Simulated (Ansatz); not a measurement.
Relaxed-ion elastic tensor of ZnRh (CsCl type, space group No. 221) in GPa (Voigt order), LDA (plane waves, PAW; program Ansatz); density 10.94 g/cm³, 12.77 Å³ per atom.

```csv
,1,2,3,4,5,6
1,286,186,186,0.0,0.0,0.0
2,186,286,186,0.0,0.0,0.0
3,186,186,286,0.0,0.0,0.0
4,0.0,0.0,0.0,127,0.0,0.0
5,0.0,0.0,0.0,0.0,127,0.0
6,0.0,0.0,0.0,0.0,0.0,127
```

Q: Is the crystal mechanically stable?

A: Yes: the smallest eigenvalue of C is 99.7 GPa.

Q: Work out the Voigt, Reuss and Hill averages.

A: K_V = 219, K_R = 219, K_H = 219; G_V = 96.0, G_R = 78.4, G_H = 87.2 GPa.

Q: Give Young's modulus, Poisson's ratio, Pugh's ratio and the universal anisotropy index.

A: E = 9KG/(3K + G) = 231 GPa; ν = 0.32; K/G = 2.52 (ductile by the Pugh limit of 1.75); A_U = 5G_V/G_R + K_V/K_R − 6 = 1.12.

Q: Estimate the sound speeds and the Debye temperature.

A: v_l = √((K + 4G/3)/ρ) = 5540 m/s, v_t = √(G/ρ) = 2820 m/s, mean 3160 m/s; Θ = (h/k)(3n/4πV)^(1/3) v_m = 403 K.

Q: Give the Zener ratio and Young's modulus along [100], [110] and [111].

A: A = 2C44/(C11 − C12) = 2.54; 1/E = S11 − 2(S11 − S12 − S44/2)Γ with Γ = 0, 1/4, 1/3 gives 139, 241, 319 GPa.

Q: Solve the Christoffel equation for the three sound speeds along [100], [110], [111].

A: Eigenvalues of C_ijkl n_j n_l equal ρv². In km/s, slowest first: [100] 3.40, 3.40, 5.11; [110] 2.13, 3.40, 5.76; [111] 2.63, 2.63, 5.96.

Space group Pm-3m (CsCl type). The first step of the workflow began from a Materials Project structure, measured or hypothetical; the Crystallography Open Database copy checked does not list it. With Zn and Rh taken as one species the cell has the higher symmetry Im-3m, so it may be an ordered model of a mixed-site phase. Whether it is the stable phase at ambient conditions was not checked. Symmetry was held in the LDA relaxation; of distortions, only those at the zone centre were tested. The run is not spin-polarised. As this level gives no gap, shear constants depend on the k-mesh and smearing (Fermi–Dirac, 0.1 eV here).

Potentials: the later of the program's two PAW sets.
